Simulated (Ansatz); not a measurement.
## Property card for MgO

MgO:
```yaml
crystal:
  lattice:
    - [2.62341, 0.00000, 0.00000]
    - [0.00000, 2.62341, 0.00000]
    - [0.00000, 0.00000, 2.62341]
  atoms:
    - { symbol: Mg, position: [0.00000, 0.00000, 0.00000] }
    - { symbol: O, position: [0.50000, 0.50000, 0.50000] }
```

Space group Pm-3m (No. 221), CsCl type; conventional cell a = b = c = 2.623 Å, α = β = γ = 90.00°.

Method: r²SCAN in the plane-wave PAW code Ansatz. The cell and atoms are relaxed at this level. Other levels are named where they apply.

### Cell and energy

Volume per atom: 9.03 Å³
Density: 3.71 g/cm³
Formation energy from the elements (no fitted shifts): -2.14 eV/atom

### Electronic structure

* **Band gap**: 3.49 eV (indirect)
* **Valence-band maximum**: at M
* **Conduction-band minimum**: at Γ
* **Smallest direct gap on the standard path**: 4.54 eV
* **Electron effective mass**: 0.31 mₑ (isotropic)
* **Hole effective mass**: 0.47, 3.5, 3.5 mₑ (principal values)
* **HSE06 gap on the r²SCAN cell**: 4.19 eV

### Mechanics

Bulk modulus (Birch–Murnaghan fit): 158 GPa
Pressure derivative B′: 4.1
Elastic constants (relaxed ions, GPa): C11 = 624, C12 = -74.8, C44 = -61.7
Mechanical stability: unstable (C has a negative eigenvalue)

### Charges

- Bader charges: Mg +1.73, O -1.73 e

This is a known high-pressure phase of the composition, computed here at zero pressure and temperature. The cell was relaxed with r²SCAN under the symmetry of its start. The references are the lowest solids computed at this level, not always the standard phases (solids in place of the gases).

Potentials: the later of the program's two PAW sets.
